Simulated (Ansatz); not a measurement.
The cell is C built on the 4H polytype prototype; cell and atoms were relaxed with r2SCAN. It is hexagonal, P6_3/mmc (No. 194); conventional cell a = 2.510 Å, c = 8.280 Å, 5.65 Å³ an atom. C has 4 C at 1.54 Å; C has 4 C at 1.54–1.57 Å.

```cif
data_structure
_symmetry_space_group_name_H-M 'P 1'
_symmetry_Int_Tables_number 1
_cell_length_a 2.5098
_cell_length_b 2.5098
_cell_length_c 8.2802
_cell_angle_alpha 90.000
_cell_angle_beta 90.000
_cell_angle_gamma 120.000
_cell_volume 45.17
loop_
_atom_site_label
_atom_site_type_symbol
_atom_site_fract_x
_atom_site_fract_y
_atom_site_fract_z
_atom_site_occupancy
C1 C 0.00000 0.00000 0.00081 1
C2 C 0.33333 0.66667 0.24925 1
C3 C 0.00000 0.00000 0.50081 1
C4 C 0.66667 0.33333 0.74925 1
C5 C 0.00000 0.00000 0.18669 1
C6 C 0.33333 0.66667 0.43825 1
C7 C 0.00000 0.00000 0.68669 1
C8 C 0.66667 0.33333 0.93825 1
```

3 runs of Ansatz 0.2.0 on this cell differ in the functional (and in the settings that go with it). Levels are in eV from each run's valence top; v1 is the last filled band, c1 the first empty one.

Run A, mean stress -5.8 GPa (compression positive):

| point | v2 | v1 | c1 | c2 |
| --- | --- | --- | --- | --- |
| Γ | 0.00 | 0.00 | 7.44 | 7.44 |
| M | -4.03 | -3.28 | 6.55 | 7.57 |
| K | -6.13 | -4.59 | 8.25 | 8.25 |

Run B, mean stress -5.7 GPa (compression positive):

| point | v2 | v1 | c1 | c2 |
| --- | --- | --- | --- | --- |
| Γ | 0.00 | 0.00 | 6.69 | 6.69 |
| M | -4.01 | -3.26 | 5.79 | 6.81 |
| K | -6.10 | -4.56 | 7.48 | 7.48 |

Run C, mean stress -10.7 GPa (compression positive):

| point | v2 | v1 | c1 | c2 |
| --- | --- | --- | --- | --- |
| Γ | 0.00 | 0.00 | 5.27 | 5.27 |
| M | -3.69 | -2.97 | 4.59 | 5.57 |
| K | -5.64 | -4.17 | 6.07 | 6.07 |

**Question.** Match the runs to LDA, HSE06, PBE0.

**Answer.** A is PBE0, B is HSE06, C is LDA. In order of the gap: LDA 4.53, HSE06 5.73, PBE0 6.49 eV.

Note: simulated data, non-magnetic, for a generated structure that need not be the stable one.

The program warns that its thresholds are loose for a hybrid's stress.

The meshes of the hybrids are coarse, so their gaps aren't converged to the digits shown.
